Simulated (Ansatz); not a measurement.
A geometry of Ag away from equilibrium: step 2 of the relaxation of a relaxed Ag cell, doubled along one cell vector, shaken by Gaussian noise of σ = 0.08 Å a coordinate. These are PBE (plane waves to 420 eV, PAW, scalar-relativistic; Ansatz, a first-principles code) values and carry that method's errors. Γ-centred k-mesh 13×7×9 on the run's cell (coarser than for final values), Fermi–Dirac smearing 0.05 eV. The plane waves were selected for a different cell earlier on the path.

```
Ag
1.0
   -2.59940     2.67986     1.39681
    5.20476    -5.34714     2.78096
    2.58362     2.65779    -1.38480
Ag
4
Direct
  0.72439   0.12065   0.49494
  0.74718   0.61482   0.51360
  0.04147   0.02496   0.99802
  0.05970   0.52222   0.00615
```

Task: What forces act on the atoms (eV/Å)?

Result: 
```json
[
 {"atom": "Ag1", "Fx": "-0.17", "Fy": "0.10", "Fz": "-0.21"},
 {"atom": "Ag2", "Fx": "0.04", "Fy": "-0.11", "Fz": "-0.02"},
 {"atom": "Ag3", "Fx": "-0.06", "Fy": "-0.22", "Fz": "0.10"},
 {"atom": "Ag4", "Fx": "0.19", "Fy": "0.24", "Fz": "0.13"}
]
```

The path ends in Fm-3m (No. 225) (fcc (Cu type)). No spin polarisation in the result.

Of the parent cell (I4₁/amd (No. 141)): it is a generated cell of Ag: the first start was made by placing the elements on the sites of a structure type, and the end was not matched to a known phase here, so it may be hypothetical. Known forms of Ag include space group No. 225.
